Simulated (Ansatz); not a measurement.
A crystal relaxed with r2SCAN in the PAW code Ansatz has space group Imm2 (No. 44) and a = 3.633 Å, b = 10.946 Å, c = 5.095 Å.

| atom | site | x | y | z |
| --- | --- | --- | --- | --- |
| N | 2a | 0.0000 | 0.0000 | 0.9998 |
| Ga | 2b | 0.5000 | 0.0000 | 0.2005 |
| Xx | 4d | 0.0000 | 0.3361 | 0.9974 |
| Ga | 4d | 0.5000 | 0.3537 | 0.2775 |

The r2SCAN gap is indirect, 0.69 eV (X to Γ), below the direct gap of 0.70 eV at Γ. Least and direct gap differ so little that the kind isn't settled. With HSE06 the valence top lies at X and the conduction bottom at Γ, 1.16 eV higher; the smallest vertical gap, at Γ, is 1.19 eV. Meshes: r2SCAN 8×8×8, HSE06 6×6×6.

Task: Which element is Xx?
A. P
B. As
C. Sb
D. Bi

Result: A. Xx is P: an ordered 6-atom cell of Ga₃P₂N on the zincblende lattice (Imm2). Around N lie 4 Ga at 1.96–2.08 Å; around Ga lie 2 N at 2.08 Å and 2 P at 2.35 Å; around P lie 4 Ga at 2.32–2.36 Å; around Ga lie 1 N at 1.96 Å and 3 P at 2.32–2.36 Å.

The calculation is spin-unpolarised, and the structure need not be a phase that has been made.

Spin-orbit coupling is left out.
